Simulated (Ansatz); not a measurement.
**How much do the gradients of BaTiO3 with hydrogen replacing O depend on the method?**

Cell: a supercell of BaTiO3 (cubic perovskite type, Pm-3m) built from a measured structure from the Crystallography Open Database (COD), with the ions relaxed around the defect (PBE).

Space group I4/mmm (No. 139); a = 8.0120, c = 8.0120 Å.

```csv
site,Wyckoff,site symmetry,x,y,z
Ba,8h,m.2m,0.7510,0.2490,0.0000
Ti5,4e,4mm,0.0000,0.0000,0.7382
Ti6,4d,-4m2,0.5000,0.0000,0.7500
H,2a,4/mmm,0.0000,0.0000,0.0000
O10,4c,mmm.,0.5000,0.0000,0.0000
O12,2b,4/mmm,0.0000,0.0000,0.5000
O13,16n,.m.,0.0000,0.2468,0.7543
```

One atom of each set is listed; the run and its k-mesh use a cell of 20 atoms with edges of 6.94, 6.94, 6.94 Å.

First run. Method: Kohn–Sham DFT in Ansatz, PBE, plane waves and PAW, scalar-relativistic, collinear spin, 420 eV cutoff, Γ-centred 3×3×3 k-points, Fermi–Dirac smearing 0.01 eV. Start moments as typed (μB): 1 on each H, none on the rest.

```json
{"site": "Ba", "V_zz (10²¹ V/m²)": "5.60", "η": "0.13", "m (μB)": "0.00"}
{"site": "Ti5", "V_zz (10²¹ V/m²)": "5.00", "η": "0.00", "m (μB)": "0.06"}
{"site": "Ti6", "V_zz (10²¹ V/m²)": "-1.50", "η": "0.00", "m (μB)": "0.06"}
{"site": "H", "V_zz (10²¹ V/m²)": "0.43", "η": "0.00", "m (μB)": "0.00"}
{"site": "O10", "V_zz (10²¹ V/m²)": "1.83", "η": "0.53", "m (μB)": "0.00"}
{"site": "O12", "V_zz (10²¹ V/m²)": "2.34", "η": "0.00", "m (μB)": "-0.01"}
{"site": "O13", "V_zz (10²¹ V/m²)": "2.13", "η": "0.73", "m (μB)": "0.00"}
```

Second run. The same atoms and settings, except that the functional is r2SCAN and the cutoff is 500 eV.

Question: Given the first result, estimate the second.

Answer: 

```tsv
site	V_zz	η	change of V_zz	m (μB)
Ba	5.81	0.13	+0.21	0.00
Ti5	5.04	0.00	+0.04	0.07
Ti6	-1.52	0.00	-0.02	0.06
H	0.44	0.00	+0.01	0.00
O10	2.15	0.49	+0.32	0.00
O12	2.62	0.00	+0.28	-0.01
O13	2.40	0.67	+0.27	0.00
```

The largest change of V_zz is on O10, from 1.83 to 2.15. In per cent, |V_zz| changes by +4 on Ba, +1 on Ti, +12 to +13 on O (all sites that start above 2).

The defect repeats with the cell of 20 atoms, so it feels its images: sites between two images don't show the values beside a lone defect, and zeros or small values of η there can come from the images' arrangement. O carries a gradient in the pure host already, so the values there aren't the defect's effect alone. The relaxation keeps the site symmetry 4/mmm of the start, so the impurity can't leave its site, and an angle of 180° at it is imposed, not found; a distortion that would localise the partly filled state isn't explored. This high-symmetry form of BaTiO3 is unstable when cold, to polar off-centring of Ti. The symmetry of the cell holds that distortion back, wholly or in part, and it would change the field gradients, the more the larger the distortion. The defect cell has no gap above 0.1 eV on its mesh, so the values can hang on the smearing and the k-mesh. Without spin–orbit coupling (the program notes it for Ba) the gradients can shift somewhat, as the gap is small. The run lost most of its start moments on H; a state with other moments may lie lower.
For the second run: The program didn't check the stability of this electronic state in full, so a lower one may lie near.
